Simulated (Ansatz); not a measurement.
Ge2Pd in space group I4/mcm (No. 140; Ge on 8h, Pd on 4a) at seven volumes, DFT-PBE in the program Ansatz with PAW potentials, shape and atoms relaxed at each. One row is withheld.

```json
[
 {"V (Å³/atom)": "15.756", "P (GPa)": "?"},
 {"V (Å³/atom)": "16.276", "P (GPa)": "7.41"},
 {"V (Å³/atom)": "16.795", "P (GPa)": "3.33"},
 {"V (Å³/atom)": "17.315", "P (GPa)": "0.00"},
 {"V (Å³/atom)": "17.834", "P (GPa)": "-2.72"},
 {"V (Å³/atom)": "18.354", "P (GPa)": "-5.03"},
 {"V (Å³/atom)": "18.873", "P (GPa)": "-6.99"}
]
```

Question: Fit the shown pressures and predict the withheld one.

Answer: P = (3/2)B₀(x^(7/2) − x^(5/2))[1 + (3/4)(B′ − 4)(x − 1)] with x = (V₀/V)^(2/3). Least squares on the six rows gives V₀ = 17.318 Å³/atom, B₀ = 101 GPa, B′ = 5.21. At V = 15.756, x = 1.0650 and P = 12.22 GPa. The run itself gave 12.28 GPa.

A made-up cell: these elements were put on the sites of a structure type; neither database checked (COD, Materials Project) lists it. Its standing as an ambient phase is unchecked. The PBE relaxation kept the symmetry of its start; its stability against distortions is not shown here. The run is not spin-polarised.

Potentials: the later of the program's two PAW sets.
